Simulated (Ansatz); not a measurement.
The cell below belongs to a search over invented structures; it isn't taken from experiment.

Input and command of a plane-wave DFT calculation in Ansatz:

```yaml
crystal:
  lattice:
    - [2.84940743, -5.60921388, 0.0]
    - [2.84940743, 5.60921388, 0.0]
    - [0.0, 0.0, 4.74115679]
  atoms:
    - { symbol: Hf, position: [0.0, 0.0, 0.5] }
    - { symbol: Nb, position: [0.5, 0.5, 0.0] }
    - { symbol: Se, position: [0.19213099, 0.80786901, 0.0] }
    - { symbol: Se, position: [0.80786901, 0.19213099, 0.0] }
    - { symbol: Se, position: [0.0, 0.5, 0.5] }
    - { symbol: Se, position: [0.5, 0.0, 0.5] }
basis:
  ecutwfc: 420
kpoints:
  mp_grid: { grid: [4, 4, 4] }
hamiltonian:
  xc: pbe
scf:
  occupations: { method: gaussian, width: 0.1 }
  lower_state_search: "off"
output:
  forces: true
  stress: true
  eigenvalues: true
  populations: true
magnetization:
  spin_polarized: true
relax:
  adjacent_minimum: "off"
  f_tol: 0.04
  max_steps: 70
  cell: { stress_tol: 0.4 }
```

```bash
ansatz run input.yaml --threads 1 --pin off --max-ram 2560MiB --backend cpu --events-out ev --progress --plain --runs-dir out
```

Processor: Intel(R) Xeon(R) Processor @ 2.70GHz, 1 thread, on a host shared with other jobs.

Q: How long does it run, and how much memory does it take?

A: About 6.7 min, peak memory 0.7 GiB. It solves 62 bands at 21 k points (after reduction by symmetry) with about 2597 plane waves (on the last cell), in 135 SCF iterations over 12 ionic steps.
